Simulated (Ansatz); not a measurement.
Rough cost of magnetic runs on YIn (P4/mmm) in Ansatz 0.2.0, 1 thread of Arm Neoverse N1, on a shared host.

```yaml
crystal:
  lattice:
    - [3.54244, 0.00000, 0.00000]
    - [0.00000, 3.54244, 0.00000]
    - [0.00000, 0.00000, 4.19496]
  atoms:
    - { symbol: Y, position: [0.00000, 0.00000, 0.00000] }
    - { symbol: In, position: [0.50000, 0.50000, 0.50000] }
```

```csv
run,"functional, mesh",k points solved,bands,iterations,wall time (s),peak memory (GiB)
PAW: total moment held at 0.05 μB,"LDA, 11×11×9",105,17,7,15,0.41
AE-PAW: total moment held at 0.3 μB,"LDA, 11×11×9",105,17,9,29,0.62
PAW: total moment held at 1.2 μB,"LDA, 11×11×9",105,17,8,24,0.42
LAPW: total moment held at 0.3 μB,"LDA, 11×11×9",105,29,10,73,0.62
PAW: free moments from the typed start,"LDA, 11×11×9",105,17,13,31,0.41
PAW: total moment held at 0 μB,"LDA, 11×11×9",105,16,8,7.6,0.39
PAW: field of 600 T on the spins,"LDA, 11×11×9",105,17,13,24,0.41
LAPW: field of 600 T on the spins,"LDA, 11×11×9",105,29,15,97,0.62
LAPW: no spin polarisation,"LDA, 11×11×9",105,29,10,42,0.45
```

**Question.** Roughly how much dearer is an iteration by LAPW than by PAW among the runs with the first row's mesh and spin treatment (collinear)?

**Answer.** About 3 times (medians of wall time over iterations; times from a shared host are rough).
